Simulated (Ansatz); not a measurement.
Cu Kα1 powder pattern (kinematic, no thermal factors).
| 2θ (°) | relative intensity |
| --- | --- |
| 25.64 | 100 |
| 36.15 | 12 |
| 37.01 | 66 |
| 40.72 | 57 |
| 52.70 | 5 |
| 55.73 | 11 |
| 56.19 | 18 |
| 58.91 | 5 |
| 60.09 | 20 |
| 68.11 | 19 |
| 76.72 | 4 |
| 77.05 | 8 |
| 80.14 | 13 |
| 80.78 | 21 |
| 82.78 | 3 |
| 83.49 | 1 |
| 88.38 | 4 |
| 88.70 | 7 |

The pattern is computed from a structure relaxed with DFT PBE, scalar-relativistic, plane waves, PAW in Ansatz. No spin polarisation. Its elements are B, C.

Q: Give the structure.

A: BC.
Space group Ima2 (No. 46). a = 2.474 Å, b = 4.965 Å, c = 4.854 Å, α = 90.00°, β = 90.00°, γ = 90.00°
```csv
atom,site,symmetry,x,y,z
B,4b,m..,0.2500,0.8750,0.4608
C,4b,m..,0.7500,0.4190,0.5799
```

A pattern alone doesn't exclude other cells with like lines; this is the one computed.

It was reached by relaxing an invented guess, and it needn't be the stable form of this composition.
